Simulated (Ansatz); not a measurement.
**How much do the gradients of MoS2 with La replacing Mo depend on the method?**

Cell: a supercell of MoS2 (space group P6_3/mmc) built from a structure deposited in the COD, with the ions relaxed around the defect (PBE).

Space group P-6m2 (No. 187); a = 9.5070, c = 12.3240 Å, γ = 120.00°.

| site | Wyckoff | site symmetry | x | y | z |
| --- | --- | --- | --- | --- | --- |
| La | 1a | -6m2 | 0.0000 | 0.0000 | 0.0000 |
| Mo2 | 6l | m.. | 0.0046 | 0.3441 | 0.0000 |
| Mo6 | 1c | -6m2 | 0.3333 | 0.6667 | 0.0000 |
| Mo8 | 1e | -6m2 | 0.6667 | 0.3333 | 0.0000 |
| Mo10 | 3k | mm2 | 0.1112 | 0.8888 | 0.5000 |
| Mo12 | 3k | mm2 | 0.1110 | 0.5555 | 0.5000 |
| Mo14 | 3k | mm2 | 0.4447 | 0.2223 | 0.5000 |
| S19 | 2g | 3m. | 0.0000 | 0.0000 | 0.3731 |
| S20 | 12o | 1 | 0.9998 | 0.3333 | 0.3732 |
| S24 | 2h | 3m. | 0.3333 | 0.6667 | 0.3732 |
| S26 | 2i | 3m. | 0.6667 | 0.3333 | 0.3730 |
| S28 | 6n | .m. | 0.1280 | 0.8720 | 0.8650 |
| S30 | 6n | .m. | 0.1137 | 0.5568 | 0.8713 |
| S32 | 6n | .m. | 0.4429 | 0.2215 | 0.8749 |

One atom of each set is listed.

First run. The numbers come from a DFT calculation in Ansatz (PBE, plane waves and PAW, scalar-relativistic, 420 eV cutoff, Γ-centred 3×3×2 k-points, Fermi–Dirac smearing 0.01 eV, cell charge -1).

```json
{"site": "La", "V_zz (10²¹ V/m²)": "-6.05", "η": "0.00"}
{"site": "Mo2", "V_zz (10²¹ V/m²)": "-7.19", "η": "0.81"}
{"site": "Mo6", "V_zz (10²¹ V/m²)": "-4.76", "η": "0.00"}
{"site": "Mo8", "V_zz (10²¹ V/m²)": "-7.34", "η": "0.00"}
{"site": "Mo10", "V_zz (10²¹ V/m²)": "-7.62", "η": "0.00"}
{"site": "Mo12", "V_zz (10²¹ V/m²)": "-7.59", "η": "0.00"}
{"site": "Mo14", "V_zz (10²¹ V/m²)": "-7.57", "η": "0.02"}
{"site": "S19", "V_zz (10²¹ V/m²)": "-5.42", "η": "0.00"}
{"site": "S20", "V_zz (10²¹ V/m²)": "-5.16", "η": "0.02"}
{"site": "S24", "V_zz (10²¹ V/m²)": "-5.19", "η": "0.00"}
{"site": "S26", "V_zz (10²¹ V/m²)": "-5.22", "η": "0.00"}
{"site": "S28", "V_zz (10²¹ V/m²)": "-9.49", "η": "0.40"}
{"site": "S30", "V_zz (10²¹ V/m²)": "-4.70", "η": "0.20"}
{"site": "S32", "V_zz (10²¹ V/m²)": "-5.51", "η": "0.02"}
```

Second run. The same atoms and settings, except that the functional is r2SCAN and the cutoff is 500 eV.

Q: What does the second run give?

A: 

| site | V_zz | η | change of V_zz |
| --- | --- | --- | --- |
| La | -7.13 | 0.00 | -1.08 |
| Mo2 | -7.51 | 0.70 | -0.32 |
| Mo6 | -4.83 | 0.00 | -0.07 |
| Mo8 | -7.46 | 0.00 | -0.12 |
| Mo10 | -7.71 | 0.01 | -0.09 |
| Mo12 | -7.68 | 0.00 | -0.09 |
| Mo14 | -7.67 | 0.01 | -0.10 |
| S19 | -5.50 | 0.00 | -0.08 |
| S20 | -5.27 | 0.02 | -0.11 |
| S24 | -5.29 | 0.00 | -0.10 |
| S26 | -5.30 | 0.00 | -0.08 |
| S28 | -9.46 | 0.42 | +0.03 |
| S30 | -4.74 | 0.22 | -0.04 |
| S32 | -5.57 | 0.02 | -0.06 |

The largest change of V_zz is on La, from -6.05 to -7.13. In per cent, |V_zz| changes by +18 on La, +1 to +4 on Mo, 0 to +2 on S (all sites that start above 2).

The run isn't spin-polarised, and a state with spin may lie lower. The defect repeats with the cell of 54 atoms, so it feels its images: sites between two images don't show the values beside a lone defect, and zeros or small values of η there can come from the images' arrangement. Mo and S carry a gradient in the pure host already, so the values there aren't the defect's effect alone. The relaxation keeps the site symmetry -6m2 of the start, so the impurity can't leave its site; a distortion that would localise the partly filled state isn't explored. A uniform background compensates the cell's charge. The defect cell has no gap above 0.1 eV on its mesh, so the values can hang on the smearing and the k-mesh. Without spin–orbit coupling (the program notes it for La and Mo) the gradients can shift by some per cent, and by up to a factor of two as the program warns, since there is no gap.
For the first run: The cell keeps the host's lattice, and with the defect in it the PBE pressure is 5 GPa (in a charged cell this depends on the convention for the mean potential).
